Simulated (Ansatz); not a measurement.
A distorted cell of MgO (rock salt):

```yaml
crystal:
  lattice:
    - [0.00000, 4.25375, 4.25375]
    - [2.12687, 0.00000, 2.12687]
    - [2.12687, 2.12687, 0.00000]
  atoms:
    - { symbol: O, position: [0.00000, 0.00000, 0.00000] }
    - { symbol: O, position: [0.50000, 0.00000, 0.00000] }
    - { symbol: Mg, position: [0.26222, 0.49186, 0.49186] }
    - { symbol: Mg, position: [0.73778, 0.50814, 0.50814] }
```

Level of theory: PBE (plane waves to 420 eV, PAW, scalar-relativistic; Ansatz, a first-principles code). k mesh 13×13×13 (Γ-centred), Fermi-Dirac smearing 0.05 eV. Stress and pressure are positive under compression. MgO was relaxed with its symmetry unable to fall.

### Question
What forces act on the atoms (eV/Å, Cartesian)?

### Answer
```csv
atom,Fx,Fy,Fz
O1,0.000,0.000,0.000
O2,0.000,0.000,0.000
Mg3,0.860,-0.860,-0.860
Mg4,-0.860,0.860,0.860
```

### Question
Give the stress tensor in GPa and the pressure.

### Answer
```
   0.46     0.25     0.25
   0.25     0.46    -0.25
   0.25    -0.25     0.46
```
The pressure, a third of the trace, is 0.46 GPa.

(A displaced cell: forces are minus the slopes of the energy, force constants its curvatures, and phonons follow from these.)
